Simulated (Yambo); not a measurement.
Yambo run on AgI (space group P4/nmm, No. 129). The wavefunctions come from this Quantum ESPRESSO step (LDA, PseudoDojo standard norm-conserving files, scalar-relativistic):

```
&CONTROL
  calculation = 'nscf'
  pseudo_dir = './pseudo'
  outdir = './out'
/
&SYSTEM
  ibrav = 0
  nat = 4
  ntyp = 2
  ecutwfc = 86.0
  ecutrho = 344.0
  occupations = 'fixed'
  force_symmorphic = .true.
  nbnd = 195
/
&ELECTRONS
  conv_thr = 4e-09
  diago_full_acc = .true.
  diago_thr_init = 1e-08
/
ATOMIC_SPECIES
Ag 107.8682 Ag.upf
I 126.9045 I.upf
CELL_PARAMETERS angstrom
  4.471390000000   0.000000000000   0.000000000000
  0.000000000000   4.471390000000   0.000000000000
  0.000000000000   0.000000000000   6.645400000000
ATOMIC_POSITIONS crystal
Ag   0.000000000000   0.000000000000   0.000000000000
Ag   0.500000000000   0.500000000000   0.000000000000
I   0.000000000000   0.500000000000   0.720820000000
I   0.500000000000   0.000000000000   0.279180000000
K_POINTS automatic
2 2 2 0 0 0
```

Yambo input:

```
rim_cut
gw0
dyson
el_el_corr
HF_and_locXC
ppa
em1d
RandQpts= 1000000
RandGvec= 1 Ry
EXXRLvcs= 86 Ry
VXCRLvcs= 344 Ry
Chimod= "HARTREE"
% BndsRnXp
 9 | 193 |
%
NGsBlkXp= 7 Ry
% LongDrXp
 1.0 | 1.0 | 1.0 |
%
PPAPntXp= 27.2114 eV
% GbndRnge
 1 | 193 |
%
GTermKind= "BG"
DysSolver= "n"
ExtendOut
% QPkrange
 1 | 1 | 26 | 27 |
 6 | 6 | 26 | 27 |
%
```

k points by index: 1 = Γ, 6 = A.

Resulting energies as the program prints them:

```
#    K-point    Band    Eo [eV]    E [eV]    E-Eo [eV]    Vxc [eV]    Vnlxc [eV]    Sc|Eo [eV]    Sc|E [eV]    dSc/dw|Eo [eV]    Re(Z)    Im(Z)
#
    1    26    0.000000    -0.695401    -0.695401    -15.59361    -18.98781    2.515130    2.698794    -7.185575    0.791096    -0.001483
    1    27    1.224533    1.750273    0.525740    -9.622439    -5.378794    -3.599078    -3.717906    -6.148875    0.815680    -0.001369
    6    26    -1.511581    -2.232400    -0.720819    -21.06883    -26.00944    4.013081    4.219789    -7.801370    0.777181    -0.001731
    6    27    4.315003    5.084699    0.769696    -12.96317    -8.109849    -3.892207    -4.083625    -6.766387    0.800857    -0.001124
```
(The two width columns are left out.) Convergence of these settings isn't established.

Spin-orbit coupling is not included.

Geometry of the Materials Project entry, not relaxed at this level.

This is not the ordinary phase of the substance; no match was found in the copy of COD used, and its stability was not checked.

The distance between layers or molecules is the database entry's, not relaxed here. Functionals without dispersion can leave it too large, which widens gaps and weakens the response across layers: the numbers belong to this cell.
